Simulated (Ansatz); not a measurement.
**Zone-centre modes in AlCu**

Computed with DFT r2SCAN, scalar-relativistic, plane waves, PAW in Ansatz 0.2.0. Cutoff 500 eV, Γ-centred 20×20×20 k-points, Gaussian smearing of 0.15 eV. No spin polarisation.

The undisturbed cell (relaxed at this level; it needn't be the usual structure):

```xyz
2
Lattice="2.9568 0.0000 0.0000 0.0000 2.9568 0.0000 0.0000 0.0000 2.9568" Properties=species:S:1:pos:R:3 pbc="T T T"
Al    0.0000    0.0000    0.0000
Cu    1.4784    1.4784    1.4784
```

Harmonic modes by finite displacements of 0.02 Å, without the LO–TO term.

**Question.** At this geometry, is the structure stable against these modes?

**Answer.** Yes: no mode is imaginary beyond 10 cm⁻¹, and only the three translations lie near zero.

**Question.** List the wavenumbers in cm⁻¹.

**Answer.** 0, 0, 0, 262, 262, 262.

Cost: 1 run of about 2.3 core-minutes, on Arm Neoverse V1 (shared hosts).